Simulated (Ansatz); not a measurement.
This cell of ZrS$_{2}$ (CdI2 type) is off equilibrium:

```xyz
3
Lattice="3.5175 0.0000 0.0000 -1.7587 3.0462 0.0000 0.0000 0.0000 5.4468" Properties=species:S:1:pos:R:3 pbc="T T T"
Zr     0.0000     0.0000     0.0000
S      0.0000     2.0308     1.4880
S      1.7587     1.0154     3.9588
```

All values below come from PBEsol-D3(BJ) (plane waves to 420 eV, PAW, scalar-relativistic; Ansatz, an electronic-structure program). k mesh 11×11×6 (Γ-centred), Fermi-Dirac smearing 0.05 eV. Energies are smeared free energies. Stress and pressure are positive under compression. ZrS2 is run without spin polarisation. ZrS2 was relaxed with its symmetry unable to fall.

**Question.** What is the stress tensor (GPa)?

**Answer.** 
```
    3.4      0.0      0.0
    0.0      3.4      0.0
    0.0      0.0      2.0
```
The pressure, a third of the trace, is 3.0 GPa.

**Question.** It is the relaxed cell scaled evenly to V/V₀ = 0.950, atoms relaxed where free. What is its energy relative to the relaxed cell?

**Answer.** 9 meV/atom.

(Under strain, the slope of the energy per volume gives the stress and its curvature an elastic modulus.)
